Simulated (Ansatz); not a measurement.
NbNO:
```xyz
6
Lattice="-1.9548 1.9548 5.1076 1.9548 -1.9548 5.1076 1.9548 1.9548 -5.1076" Properties=species:S:1:pos:R:3 pbc="T T T"
Nb     0.0000     0.0000     0.1522
Nb     0.0000     1.9548     2.7060
N      0.0000     1.9548     4.6279
N      0.0000     0.0000     2.0741
O      0.0000     0.0000     7.9889
O      0.0000     1.9548     0.3275
```

Cartesian axes are those of the cell as given.

**Question.** Give the proper piezoelectric stress tensor with relaxed ions from the program Ansatz at the PBEsol level (PAW).

**Answer.** In C/m², rows x, y, z, Voigt columns; mesh uncertainty up to 0.01.
```
0.00  0.00  0.00  0.00  2.85  0.00
0.00  0.00  0.00  2.85  0.00  0.00
2.32  2.32  1.43  0.00  0.00  0.00
```

The elastic tensor of the same run (GPa):

```tsv
	1	2	3	4	5	6
1	434	118	142	0.0	0.0	0.0
2	118	434	142	0.0	0.0	0.0
3	142	142	191	0.0	0.0	0.0
4	0.0	0.0	0.0	38.0	0.0	0.0
5	0.0	0.0	0.0	0.0	38.0	0.0
6	0.0	0.0	0.0	0.0	0.0	58.4
```

**Question.** Convert to strain constants d = e·S.

**Answer.** In pC/N:
```
 0.0   0.0   0.0   0.0  75.0   0.0
 0.0   0.0   0.0  75.0   0.0   0.0
 3.7   3.7   2.0   0.0   0.0   0.0
```

Space group I4_1md. The workflow started from a Materials Project entry (that database holds measured and hypothetical structures alike); the Crystallography Open Database copy checked does not list it. COD files the formula under space group No. 14. Its standing as an ambient phase is unchecked. The cell was relaxed with PBEsol under the symmetry of its start; whether a distortion lowers the energy is not shown. The run is not spin-polarised. Signs of piezoelectric constants follow the polarity of the cell as given.

Potentials: the later of the program's two PAW sets.
